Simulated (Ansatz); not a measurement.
Ge (diamond)

```
Ge
1.0
    0.00000     2.83720     2.83720
    2.83720     0.00000     2.83720
    2.83720     2.83720     0.00000
Ge
2
Direct
  0.50000   0.50000   0.50000
  0.75000   0.75000   0.75000
```

The slice is a {100} plane (indices of the conventional cell) through the point (0.500, 0.500, 0.500) (fractional), spanned by u = [100] and v = [0 1 -1] in vectors of this cell: u (4.01 Å) and v (4.01 Å, at 90° to u). It covers one period; positions are fractions (u, v).

These are r2SCAN (plane waves to 500 eV, PAW, scalar-relativistic; Ansatz, a first-principles code) values and carry that method's errors. k mesh 10×10×10. These are valence fields of a PAW run, semicore shells included where kept as valence: close to a nucleus they are smooth pseudo fields. Ge was relaxed with its symmetry unable to fall.

Predict the map of the density of the highest valence band (whole band, smooth part) on the slice.


```
|0002589987654444456789985200|
|0013689987654444456789986310|
|2235799876544333445678997532|
|5567888765433333334567888765|
|8889887654332222233456788988|
|9999876543322212223345678999|
|9998765432211111112234567899|
|9887654322111111111223456788|
|7776543221110000011122345677|
|6665433211100000001112334566|
|5554332111000000000111233455|
|5444322110000000000011223444|
|4443322110000000000011223344|
|4443321110000000000011123344|
|4443322110000000000011223344|
|5444322110000000000011223444|
|5554332111000000000111233455|
|6665433211100000001112334566|
|7776543221110000011122345677|
|9887654322111111111223456788|
|9998765432211111112234567899|
|9999876543322212223345678999|
|8889887654332222233456788988|
|5567888765433333334567888765|
|2235799876544333445678997532|
|0013689987654444456789986310|
|0002589987654444456789985200|
|0002589997655444556799985200|
```
Scale: ten equal steps from 0.001 (start of '0') to 0.086 (end of '9'), in the order '0123456789'. Values: density of the highest valence band (whole band, smooth part) in e/Å³. The map has 28 points along u (one character each, u = 0 at the left) and 28 along v (v = 0 in the bottom row).
